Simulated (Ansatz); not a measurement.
LaHO$_{2}$ in space group P2_1/m (No. 11; La on 2e, H on 2e, O on 2e, O on 2e), r²SCAN (plane waves, PAW; program Ansatz). The conduction-band minimum lies at Γ, with 1 equivalent valley. Second derivatives d²E/dk² of the lowest band at one valley (eV·Å²), along Cartesian directions:

```json
[
 {"direction": "[100]", "d²E/dk²": "13.05"},
 {"direction": "[010]", "d²E/dk²": "16.61"},
 {"direction": "[001]", "d²E/dk²": "11.08"},
 {"direction": "[110]", "d²E/dk²": "14.83"},
 {"direction": "[101]", "d²E/dk²": "11.41"},
 {"direction": "[011]", "d²E/dk²": "13.84"}
]
```

### Question
Find the principal effective masses, the density-of-states mass and the conductivity mass.

### Answer
Off-diagonal terms follow from H_xy = H[110] − (H_xx + H_yy)/2, and m*/mₑ = 7.620 eV·Å² over each eigenvalue: 0.46, 0.58, 0.70. One valley's DOS mass (m₁m₂m₃)^(1/3) = 0.57, conductivity mass 3/(Σ 1/mᵢ) = 0.56 mₑ.

### Question
What effective density of states Nc follows at 300 K for parabolic valleys?

### Answer
Nc = 2.509e19 × 1 × (0.57)^(3/2) ≈ 1.1e19 cm⁻³.

The workflow started from a Materials Project entry (that database holds measured and hypothetical structures alike); the Crystallography Open Database copy checked does not list it. Its standing as an ambient phase is unchecked. The r²SCAN relaxation kept the symmetry of its start; its stability against distortions is not shown here. Spin–orbit coupling is left out wherever it is not named.

Potentials: the later of the program's two PAW sets.

Edges and masses are those of Kohn–Sham bands, whose gap is no quasiparticle gap.
